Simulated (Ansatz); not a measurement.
A geometry of Si$_{2}$W away from equilibrium: step 2 of the relaxation of a relaxed Si2W cell shaken by Gaussian noise of σ = 0.08 Å a coordinate. These are r2SCAN (plane waves to 500 eV, PAW, scalar-relativistic; Ansatz, a program for electronic structure) values and carry that method's errors. Γ-centred k-mesh 6×6×4 on the run's cell (coarser than for final values), Fermi–Dirac smearing 0.05 eV.

```xyz
9
Lattice="4.5819 -0.0001 -0.0258 -2.2910 3.9521 0.0434 -0.0373 0.0508 6.5948" Properties=species:S:1:pos:R:3:forces:R:3 pbc="T T T" free_energy=-35028.268 pressure_GPa=1.8
W      2.2546    -0.0706    -0.0346   -0.3908    0.7402    0.6063
W      1.0864     1.9925     2.2068   -0.2009   -0.3825    0.1857
W     -1.2833     1.9587     4.4567    0.9986    0.4052   -0.8408
Si     0.0068     1.2671    -0.0267   -0.4149   -0.2094    0.2617
Si     3.3954     0.7088     2.1559    0.1245   -0.2521    0.0434
Si     1.0698     3.3059     4.3843    0.0288    0.0821    0.4160
Si     2.2481     2.6398     0.0536    0.2854   -0.0144   -0.3762
Si    -1.1880     3.3595     2.2921   -0.2780   -0.4169   -0.5650
Si     1.0340     0.6426     4.3910   -0.1527    0.0478    0.2689
```

Positions in Å, forces in eV/Å, free energy of the cell in eV (comparable only within this code, potentials and settings). Largest force: 1.37 eV/Å, on W3 (atoms numbered as listed); the geometry lies 0.02 eV/atom above the end of its relaxation.

No spin polarisation in the result.

The first start was generated by placing the elements on the sites of a structure type. Materials Project lists a structure of Si2W in the same space group, P6₂22 (No. 180); the sites were not compared with it, nor with measured phases. Known forms of Si2W include space group No. 139.
